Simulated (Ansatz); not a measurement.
GaGe5Si26:
```
CELL_PARAMETERS angstrom
      7.80791     5.51410     0.00000
     -7.80791     5.51410     0.00000
     -7.79696     0.00000     7.80784
ATOMIC_POSITIONS crystal
  Ga 0.24873 0.24873 0.00000
  Ge 0.24897 0.24897 0.50000
  Ge 0.75108 0.75108 0.00000
  Ge 0.75095 0.75095 0.50000
  Ge 0.49890 0.50065 0.74937
  Ge 0.50065 0.49890 0.25063
  Si 0.75281 0.49697 0.00415
  Si 0.75428 0.49683 0.50470
  Si 0.24983 0.99746 0.99923
  Si 0.24946 0.99811 0.49803
  Si 0.00103 0.99921 0.75099
  Si 0.99921 0.00103 0.24901
  Si 0.50257 0.24570 0.25208
  Si 0.50225 0.24636 0.75263
  Si 0.00288 0.75161 0.25231
  Si 0.00286 0.75006 0.75328
  Si 0.49921 0.99881 0.00002
  Si 0.50134 0.00082 0.50035
  Si 0.99881 0.49921 0.99998
  Si 0.00082 0.50134 0.49965
  Si 0.99811 0.24946 0.50197
  Si 0.99746 0.24983 0.00077
  Si 0.49683 0.75428 0.49530
  Si 0.49697 0.75281 0.99585
  Si 0.75169 0.24860 0.25257
  Si 0.75113 0.24881 0.75215
  Si 0.24881 0.75113 0.24785
  Si 0.24860 0.75169 0.74743
  Si 0.75006 0.00286 0.24672
  Si 0.75161 0.00288 0.74769
  Si 0.24636 0.50225 0.24737
  Si 0.24570 0.50257 0.74792
```

Relaxed with PBE. Special points in fractions of this cell's reciprocal vectors: Γ (0.000, 0.000, 0.000); C (0.499, 0.499, 0.000); C2 (-0.499, 0.501, 0.000); Y2 (-0.500, 0.500, 0.000); M2 (-0.500, 0.500, 0.500); D (-0.250, 0.750, 0.500); D2 (0.250, 0.250, 0.500); A (0.000, 0.000, 0.500); L2 (0.000, 0.500, 0.500); V2 (0.000, 0.500, 0.000).

Problem. List the band energies nearest the Fermi level at these points for the program Ansatz at the PBE level (PAW).

Solution. In eV from the Fermi level; about four levels below and three above (degenerate sets whole), none deeper than 8.9 eV; points with the same levels are listed once.

```tsv
k	below	above
Γ	-0.99 -0.77 -0.68 -0.67	0.34 0.38 0.39
C	-0.98 -0.58 -0.50 -0.50	1.23 1.27 1.31
M2	-1.32 -1.00 -0.82 -0.08	0.15 1.44 1.55
D	-0.51 -0.51 -0.23 -0.19 -0.18	1.62 1.65 1.66
A	-1.30 -1.00 -0.82 -0.08	0.14 1.44 1.56
L2	-1.23 -1.05 -0.76 -0.07	0.18 1.47 1.57
V2	-1.28 -1.00 -0.81 -0.09	0.16 1.42 1.58
```

The start of the workflow was typed in or built on a structure type; neither database checked (COD, Materials Project) lists it. Whether it is the stable phase at ambient conditions was not checked. The cell was relaxed with PBE under the symmetry of its start; its stability against distortions is not shown here. Scalar-relativistic: spin–orbit coupling is off unless named, which matters more the heavier the elements.

Potentials: the later of the program's two PAW sets.
